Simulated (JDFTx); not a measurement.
MoSi2(001) slab cut from bulk MoSi2 (space group I4/mmm, indices of the conventional cell, lattice of the Materials Project entry mp-2592, not re-optimised): 6 atoms in 6 planes, a 1x1 cell of 10.27 Å² (|a| = 3.204, |b| = 3.204 Å), 6.4 Å between the outermost planes, Si outermost, slab composition Mo2Si4, cell height 22.5 Å, 6×6×1 k mesh, Fermi smearing 0.01 Ha, no spin polarisation. Whether this polymorph is the ambient one wasn't checked.

Method: PBE, GBRV ultrasoft potentials, plane waves to 20/100 Ha, in a modified build of JDFTx. Liquid on both sides: CANDLE, water, 1 M NaCl; nuclei fixed, outer atoms relaxed in vacuum. The electron chemical potential μ is absolute (zero in the bulk liquid) and is turned into a potential by U = −μ/e − 4.44 V vs SHE, a convention. Ideal, unreconstructed faces without any overlayer. On the negative side CANDLE's cavity feels the periodic box, so those points shift with the cell height. Convergence in thickness and k mesh wasn't tested for this slab.

```csv
U (V vs SHE),μ (eV),excess electrons per cell,"σ (μC/cm², per face)",run
-0.75,-3.69,0.179,-14.0,fixed potential
-0.46,-3.98,0.051,-4.0,fixed charge
-0.40,-4.04,0.035,-2.7,fixed potential
-0.23,-4.21,0.000,0.0,neutral
-0.10,-4.34,?,?,fixed potential
0.05,-4.49,?,?,fixed potential
0.45,-4.89,-0.117,9.1,fixed potential
```

Task: Fill in the missing entries, row by row.

Result: 
- -0.10, excess electrons per cell: -0.021
- -0.10, σ (μC/cm², per face): 1.7
- 0.05, excess electrons per cell: -0.046
- 0.05, σ (μC/cm², per face): 3.6
